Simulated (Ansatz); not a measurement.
## Elastic constants of TeRh₂S: input and output

These are results of Ansatz 0.2.0, DFT PBEsol, scalar-relativistic, plane waves, PAW, not measurements.

Launched with:
```bash
ansatz run input.yaml --threads 1 --pin off --max-ram 3072MiB --backend cpu --events-out ev --progress --plain --runs-dir out
```

Input (bare energies are in eV):
```yaml
crystal:
  lattice:
    - [3.7675840248, 0.0, 0.0]
    - [-1.8837920124, 3.2628234764, 0.0]
    - [0.0, 0.0, 5.5813256563]
  atoms:
    - { symbol: Te, position: [0.3333333333, 0.6666666667, 0.5] }
    - { symbol: Rh, position: [0.6666666667, 0.3333333333, 0.7599928383] }
    - { symbol: Rh, position: [0.6666666667, 0.3333333333, 0.2400071617] }
    - { symbol: S, position: [0.0, 0.0, 0.0] }
basis:
  ecutwfc: 420
kpoints:
  mp_grid: { grid: [12, 12, 8] }
hamiltonian:
  xc: pbesol
scf:
  occupations: { method: fermi_dirac, width: 0.15 }
output:
  forces: true
  stress: true
  eigenvalues: true
elastic:
  mode: relaxed_ion
  amplitude: 0.005
  stencil: two_point
```

From the output:
```
--- Elastic constants: 3 strain directions × 2 members + reference (group order 12) ---
  dense FFT box of the reference and of every strained cell: 27×27×40
  strains applied: 11, 33, 23; error gains: componentwise 1.00 (the most a stress slope's error grows in a printed constant), spectral 1.41 (1 for all six strains in a standard setting)
  reference relaxed by the batch: 3 steps; max|allowed force component| 3.62e-4 eV/Å at the deck's positions, 3.24e-8 at the last accepted step, 2.79e-8 by the solve of record
  largest displacement 2.1e-5 Å; the constants are those of the deck's cell at these positions:
  atoms:
    - { symbol: Te, position: [0.33333333333333337, 0.6666666666666669, 0.5] }
    - { symbol: Rh, position: [0.6666666666666667, 0.33333333333333337, 0.7599965634978152] }
    - { symbol: Rh, position: [0.6666666666666667, 0.33333333333333337, 0.2400034365021849] }
    - { symbol: S, position: [-2.3129646347434486e-17, -1.8503717076008884e-17, 0.0] }
  C = ∂σ_k/∂η_j (tension-positive GPa; Voigt order 11 22 33 23 13 12):
       191.912    136.959    127.226      0.000      0.000      0.000
       136.959    191.912    127.226      0.000      0.000      0.000
       127.230    127.230    267.039      0.000      0.000      0.000
         0.000      0.000      0.000    -23.913      0.000      0.000
         0.000      0.000      0.000      0.000    -23.913      0.000
         0.000      0.000      0.000      0.000      0.000     27.477
  reference stress σ⁰ (GPa):     -0.001     -0.001      0.003     -0.000     -0.000     -0.000
  C* (energy form; C + prestress term) asymmetry max|C*_kj − C*_jk| = 7.212e-3 GPa — a small one proves nothing (zero by symmetry where the batch's group is 432, −43m or m−3m); a large one is finite-difference/SCF noise where every solve ...
  moduli (Voigt/Reuss/Hill, GPa): K = 159.30/156.61/157.96   G = 13.23/782.22/397.72   E = 648.71   ν = -0.184
  mechanically stable: NO (min eigenvalue of sym C = -23.91 GPa)
  strain η (Voigt 11):  stress-route row diagonal C_11 = 191.91 GPa, energy-path curvature d²(F+E_count+ΔE)/dδ²/Ω₀ = 191.89 GPa
         δ    σ_11 (GPa) F (eV) n_scf n_hpsi n_pw
    -5.000e-3      -0.9716      -20464.9646595      12  139875   1350   relax 5 steps, max|allowed force component| 9.57e-8 eV/Å
     5.000e-3       0.9475      -20464.9646781      12  140380   1367   relax 3 steps, max|allowed force component| 1.12e-5 eV/Å
  strain η (Voigt 33):  stress-route row diagonal C_33 = 267.04 GPa, energy-path curvature d²(F+E_count+ΔE)/dδ²/Ω₀ = 266.96 GPa
         δ    σ_33 (GPa) F (eV) n_scf n_hpsi n_pw
    -5.000e-3      -1.3622      -20464.9642512      12   61739   1351   relax 3 steps, max|allowed force component| 3.95e-8 eV/Å
     5.000e-3       1.3082      -20464.9642799      12   61901   1375   relax 3 steps, max|allowed force component| 5.15e-8 eV/Å
  strain η (Voigt 23):  stress-route row diagonal C_44 = -23.91 GPa, energy-path curvature d²(F+E_count+ΔE)/dδ²/Ω₀ = -23.95 GPa
         δ    σ_23 (GPa) F (eV) n_scf n_hpsi n_pw
    -5.000e-3       0.1196      -20464.9658224      12  208291   1363   relax 7 steps, max|allowed force component| 1.05e-5 eV/Å
     5.000e-3      -0.1196      -20464.9658224      12  208141   1363   relax 5 steps, max|allowed force component| 2.90e-5 eV/Å
```

Time: 15 min on 1 thread of Intel(R) Xeon(R) 6975P-C (Granite Rapids), with other jobs on the host, peak memory 0.89 GiB.

The cell was built by swapping an element in a database structure (itself possibly hypothetical) and relaxing; it need not be the stable form of this composition. In a metal, frequencies and elastic constants depend on the k mesh and the smearing, soft modes and shear constants most. Spin–orbit coupling is left out, which matters for heavy elements. A semilocal functional can close a gap that the real compound has.

As the tensor has a negative eigenvalue, the Reuss and Hill moduli of a polycrystal, and E and ν formed from them, have no physical meaning here.